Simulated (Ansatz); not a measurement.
NbAs in space group I4_1md (No. 109; Nb on 4a, As on 4a) at seven volumes, PBE in the plane-wave PAW code Ansatz, shape and atoms relaxed at each. One row is withheld.

```
V (Å³/atom)  P (GPa)
-----------  -------
16.125         18.50
16.657             ?
17.189          5.20
17.720          0.00
18.252         -4.43
18.784         -8.21
19.315        -11.41
```

**Question.** Fit the shown pressures and predict the withheld one.

**Answer.** P = (3/2)B₀(x^(7/2) − x^(5/2))[1 + (3/4)(B′ − 4)(x − 1)] with x = (V₀/V)^(2/3). Least squares on the six rows gives V₀ = 17.720 Å³/atom, B₀ = 160 GPa, B′ = 4.35. At V = 16.657, x = 1.0421 and P = 11.33 GPa. The run itself gave 11.32 GPa.

The PBE relaxation kept the symmetry of its start; of distortions, only those at the zone centre were tested. The run is not spin-polarised.

Potentials: the later of the program's two PAW sets.
